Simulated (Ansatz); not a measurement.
Data:

Bi:
```cif
data_Bi8
_chemical_formula_sum 'Bi8'
_space_group_name_H-M_alt 'Fd-3m :1'
_space_group_IT_number 227
_space_group_name_Hall 'F 4d 2 3 -1d'
_cell_length_a 7.28906
_cell_length_b 7.28906
_cell_length_c 7.28906
_cell_angle_alpha 90.000
_cell_angle_beta 90.000
_cell_angle_gamma 90.000
loop_
_atom_site_label
_atom_site_type_symbol
_atom_site_symmetry_multiplicity
_atom_site_Wyckoff_symbol
_atom_site_fract_x
_atom_site_fract_y
_atom_site_fract_z
_atom_site_occupancy
Bi1 Bi 8 b 0.50000 0.50000 0.50000 1
```
(The calculation used a cell of 2 atoms; values per cell refer to that cell.)

This is the PBE-relaxed structure.

Task: All from PBE (plane waves, PAW; program Ansatz), unless another level is named. Estimate the density of states at the Fermi level.

Result: 0.43 states/eV per atom (mean over ±0.08 eV).

Task: What about the gap with spin–orbit coupling?

Result: none (metallic).

The start of the workflow was typed in or built on a structure type; neither database checked (COD, Materials Project) lists it. It is not the phase usual at ambient conditions (space group No. 166). The PBE relaxation kept the symmetry of its start; whether a distortion lowers the energy is not shown. Spin–orbit coupling is left out wherever it is not named.

Potentials: the later of the program's two PAW sets.
